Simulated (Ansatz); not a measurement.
TaSi in space group P-6m2 (No. 187; Ta on 1a, Si on 1f) at seven volumes, PBE (plane waves, PAW; program Ansatz), shape and atoms relaxed at each. One row is withheld.

```csv
V (Å³/atom),P (GPa)
14.644,?
15.127,12.32
15.610,5.61
16.093,0.01
16.576,-4.92
17.058,-9.22
17.541,-12.78
```

Q: Fit the shown pressures and predict the withheld one.

A: P = (3/2)B₀(x^(7/2) − x^(5/2))[1 + (3/4)(B′ − 4)(x − 1)] with x = (V₀/V)^(2/3). Least squares on the six rows gives V₀ = 16.089 Å³/atom, B₀ = 176 GPa, B′ = 4.01. At V = 14.644, x = 1.0647 and P = 20.01 GPa. The run itself gave 20.10 GPa.

The cell is a constructed one: a structure type filled with these elements; neither database checked (COD, Materials Project) lists it. Whether it is the stable phase at ambient conditions was not checked. The cell was relaxed with PBE under the symmetry of its start; whether a distortion lowers the energy is not shown. No spin polarisation was allowed. Scalar-relativistic: spin–orbit coupling is off unless named, which matters more the heavier the elements.

Potentials: the later of the program's two PAW sets.
